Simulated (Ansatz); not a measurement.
## Data sheet: GeAs (DFT)

GeAs:
```xyz
2
Lattice="-1.8409 1.8409 2.9411 1.8409 -1.8409 2.9411 1.8409 1.8409 -2.9411" Properties=species:S:1:pos:R:3 pbc="T T T"
Ge     0.0000     0.0000     5.8511
As     0.0000     0.0000     2.4663
```

Space group I4mm (No. 107); conventional cell a = b = 3.682 Å, c = 5.882 Å, α = β = γ = 90.00°.

Method: DFT-PBEsol in the program Ansatz with PAW potentials. The cell and atoms are relaxed at this level. Other levels are named where they apply.

Cell and energy:

| Property | Value |
|---|---|
| Volume per atom | 19.93 Å³ |
| Density | 6.15 g/cm³ |
| Formation energy from the elements (no fitted shifts) | 0.022 eV/atom |

Electronic structure:

| Quantity | Result |
|---|---|
| Electronic character | metallic (no gap) |
| Density of states at the Fermi level | 0.26 states/eV per atom (mean over ±0.08 eV) |
| Gap with spin–orbit coupling | none (metallic) |

Mechanics:

| Item | Result |
|---|---|
| Bulk modulus (Birch–Murnaghan fit) | 69.2 GPa |
| Pressure derivative B′ | 4.8 |

Phonons:

| Quantity | Value |
|---|---|
| Highest zone-centre frequency | 27.8 meV |
| Zone-centre stability | no imaginary mode at Γ |

The first step of the workflow began from a Materials Project structure, measured or hypothetical; the Crystallography Open Database copy checked does not list it. Its standing as an ambient phase is unchecked. The cell was relaxed with PBEsol under the symmetry of its start. As this level gives no gap, phonon frequencies hold no LO–TO term and depend on the k-mesh and smearing (Fermi–Dirac, 0.1 eV here). The references are the lowest solids computed at this level, not always the standard phases. Spin–orbit coupling is left out wherever it is not named.

Potentials: the later of the program's two PAW sets.
